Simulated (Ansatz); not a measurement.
SiO2:
```
CELL_PARAMETERS angstrom
      3.75579     0.00000     0.00000
      0.00000     3.75579     0.00000
      0.00000     0.00000     3.75579
ATOMIC_POSITIONS crystal
  Si 0.50000 0.50000 0.50000
  Si 0.00000 0.00000 0.00000
  O  0.25000 0.25000 0.25000
  O  0.25000 0.75000 0.75000
  O  0.75000 0.75000 0.25000
  O  0.75000 0.25000 0.75000
```

Relaxed with LDA. Special points in fractions of this cell's reciprocal vectors: Γ (0.000, 0.000, 0.000); X (0.000, 0.500, 0.000); M (0.500, 0.500, 0.000); R (0.500, 0.500, 0.500).

**Question.** List the band energies nearest the valence-band maximum at these points for LDA (plane waves, PAW; program Ansatz).

**Answer.** In eV from the valence-band maximum; about four levels below and three above (degenerate sets whole), none deeper than 8.9 eV; points with the same levels are listed once.

```
k                                below                  above
-  -----------------------------------  ---------------------
Γ  -1.13 -1.13 -1.13 -0.59 -0.59 -0.59    5.08 5.33 5.33 5.33
X              -1.52 -1.52 -1.08 -1.08    7.55 7.55 8.27 8.27
M              -1.15 -1.15 -0.42 -0.42  9.69 9.69 10.01 10.01
R           -0.71 -0.71 0.00 0.00 0.00    7.06 9.75 9.75 9.75
```

Space group Pn-3m. The workflow started from a Materials Project entry (that database holds measured and hypothetical structures alike); the Crystallography Open Database copy checked does not list it. It is not the phase usual at ambient conditions (space group No. 92, 152, 154). Symmetry was held in the LDA relaxation; its stability against distortions is not shown here.

Potentials: the earlier of the program's two PAW sets. The files were generated under PBE; for other functionals the program regenerates the frozen cores, and for LDA and PBEsol the local potential too.
